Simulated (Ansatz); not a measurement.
## Does relaxation matter for the field gradients of ZnS with Ca replacing Zn?

Start: a supercell of ZnS (space group P6_3mc) built from a COD entry (the entry's cell lengths or inner coordinates differ somewhat from later room-temperature determinations), with all atoms left at the host's positions.

Space group P31m (No. 157); a = 6.6026, c = 18.6900 Å, γ = 120.00°.

```csv
site,Wyckoff,site symmetry,x,y,z
Zn1,3c,..m,0.6667,0.6667,0.0000
Zn4,3c,..m,0.6667,0.6667,0.5000
Ca,1a,3.m,0.0000,0.0000,0.1667
Zn8,2b,3..,0.3333,0.6667,0.1667
Zn10,3c,..m,0.0000,0.6667,0.6667
Zn13,3c,..m,0.0000,0.6667,0.3333
Zn16,1a,3.m,0.0000,0.0000,0.8333
Zn17,2b,3..,0.3333,0.6667,0.8333
S19,3c,..m,0.6667,0.6667,0.1250
S22,3c,..m,0.6667,0.6667,0.6250
S25,1a,3.m,0.0000,0.0000,0.2917
S26,2b,3..,0.3333,0.6667,0.2917
S28,3c,..m,0.0000,0.6667,0.7917
S31,3c,..m,0.0000,0.6667,0.4583
S34,1a,3.m,0.0000,0.0000,0.9583
S35,2b,3..,0.3333,0.6667,0.9583
```

One atom of each set is listed.

The numbers come from a DFT calculation in Ansatz (PBE, plane waves and PAW, scalar-relativistic, 420 eV cutoff, Γ-centred 3×3×1 k-points, Fermi–Dirac smearing 0.01 eV).

The largest force at the start is 3.3 eV/Å. Relaxing the ions at fixed cell moves them by 0.309 Å at most (atom 19, S) and 0.111 Å rms.

```tsv
site	moved (Å)	first shell before	first shell after	V_zz before (10²¹ V/m²)	η before
Zn1	0.095	4 S at 2.33–2.34 Å	4 S at 2.31–2.36 Å	0.20	0.89
Ca	0.129	4 S at 2.33–2.34 Å	4 S at 2.60–2.65 Å	0.077	0.00
Zn13	0.072	4 S at 2.33–2.34 Å	4 S at 2.31–2.34 Å	-0.18	0.28
S19	0.309	3 Zn at 2.33–2.34 Å, 1 Ca at 2.33 Å	3 Zn at 2.28–2.31 Å, 1 Ca at 2.60 Å	-9.18	0.05
S22	0.026	4 Zn at 2.33–2.34 Å	4 Zn at 2.32–2.33 Å	0.15	0.01
S25	0.181	3 Zn at 2.33 Å, 1 Ca at 2.34 Å	3 Zn at 2.31 Å, 1 Ca at 2.65 Å	-9.33	0.00
S26	0.043	4 Zn at 2.33–2.34 Å	4 Zn at 2.32–2.34 Å	-0.042	0.00
S28	0.023	4 Zn at 2.33–2.34 Å	4 Zn at 2.32–2.33 Å	0.053	0.62
S31	0.057	4 Zn at 2.33–2.34 Å	4 Zn at 2.32–2.33 Å	0.15	0.55
S35	0.104	4 Zn at 2.33–2.34 Å	4 Zn at 2.31–2.32 Å	0.023	0.00
```

Task: How do the gradients change?

Result: 

```json
{"site": "Zn1", "V_zz after": "0.67", "η after": "0.59", "change of V_zz": "–"}
{"site": "Ca", "V_zz after": "1.07", "η after": "0.00", "change of V_zz": "+1.00"}
{"site": "Zn13", "V_zz after": "0.67", "η after": "0.64", "change of V_zz": "–"}
{"site": "S19", "V_zz after": "-8.35", "η after": "0.47", "change of V_zz": "+0.83"}
{"site": "S22", "V_zz after": "-0.26", "η after": "0.78", "change of V_zz": "-0.41"}
{"site": "S25", "V_zz after": "-7.57", "η after": "0.00", "change of V_zz": "+1.76"}
{"site": "S26", "V_zz after": "0.56", "η after": "0.00", "change of V_zz": "+0.60"}
{"site": "S28", "V_zz after": "-0.82", "η after": "0.38", "change of V_zz": "–"}
{"site": "S31", "V_zz after": "-0.51", "η after": "0.65", "change of V_zz": "–"}
{"site": "S35", "V_zz after": "-0.43", "η after": "0.00", "change of V_zz": "-0.45"}
```

The largest change of V_zz along a kept axis is on S25, from -9.33 to -7.57. Small gradients that grow severalfold: Ca (0.077 to 1.07). In per cent, |V_zz| changes by -19 to -9 on S (all sites that start above 0.5). Where |V_zz| stays above 0.1 and the axes keep their order, η moves most on S22, from 0.01 to 0.78. V_zz changes sign on S22 (axis turned by 21°), S26 (same axis), S35 (same axis). On Zn1, Zn13, S31, S28, Zn10, Zn4 (not all in the table) the largest principal value lies along another axis in the second run, so the two V_zz can't be compared directly. The table leaves out 6 of the 16 sites, with |V_zz| up to 0.26; their tensors move by 0.27 at most along any direction. The statements above cover all sites. The host's own positions weren't relaxed first, so part of the change far from the defect can be the host's relaxation.

The defect repeats with the cell of 36 atoms, so it feels its images: sites between two images don't show the values beside a lone defect, and zeros or small values of η there can come from the images' arrangement. S and Zn carry a gradient in the pure host already, so the values there aren't the defect's effect alone.
Before: The neighbours have not yet relaxed around the defect (largest force 3.3 eV/Å), so the values at and beside it are those of a strained start, not of the defect in a real crystal.
After: The relaxation keeps the site symmetry 3m of the start, so the impurity can move only along its axis; a start off the site could end lower.
